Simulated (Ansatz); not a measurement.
# Hf: do energies and stresses tell the same story?

Theory: Ansatz, DFT r2SCAN, scalar-relativistic, plane waves, PAW.

Plane waves to 500 eV, a k mesh through Γ of 16×16×16 on the computed 1-atom cell and Gaussian smearing (0.10 eV); no spin polarisation.

Relaxed cell: Im-3m, a = 3.538 Å, b = 3.538 Å, c = 3.538 Å, α = 90.00°, β = 90.00°, γ = 90.00°, 1 atom in the primitive cell. This bcc form isn't the element's structure at ambient conditions.

Energies at zero smearing and pressures from the stress tensor, at volumes with shape and atoms relaxed:
| V (Å³/atom) | E − E(first) (meV/atom) | P (GPa) |
| --- | --- | --- |
| 19.486 | 0.00 | 15.88 |
| 20.150 | -55.37 | 11.04 |
| 20.815 | -91.89 | 6.82 |
| 21.479 | -111.88 | 3.16 |
| 22.143 | -117.57 | -0.02 |
| 22.808 | -111.09 | -2.81 |
| 23.472 | -94.00 | -5.29 |
| 24.358 | -56.33 | -8.23 |

Check P = −dE/dV between neighbouring volumes, and get the bulk modulus from the pressures alone.

With 1 eV/Å³ = 160.2 GPa:
| middle V (Å³/atom) | −ΔE/ΔV (GPa) | mean P (GPa) |
| --- | --- | --- |
| 19.818 | 13.353 | 13.456 |
| 20.482 | 8.810 | 8.930 |
| 21.147 | 4.821 | 4.990 |
| 21.811 | 1.373 | 1.566 |
| 22.475 | -1.563 | -1.415 |
| 23.140 | -4.122 | -4.047 |
| 23.915 | -6.815 | -6.761 |

The two differ by 0.19 GPa at most. The mean of two end pressures misses the average over a step by about ΔV² P″/12, up to 0.06 GPa here; with that taken off 0.16 GPa remains. The stress is the derivative of the free energy, not of the energy at zero smearing, and with free energies 0.01 GPa remains. Around V = 22.143 Å³/atom, the two neighbours give B = −V ΔP/ΔV = 22.143 × 5.96 / 1.329 = 99.3 GPa, against B0 = 99.9 GPa from the Birch–Murnaghan fit of the energies.

Spin–orbit coupling is left out, which can shift energies with elements as heavy as these.

Cost: 9 runs of about 1.6 core-minutes in all, on Arm Neoverse V2 (shared hosts).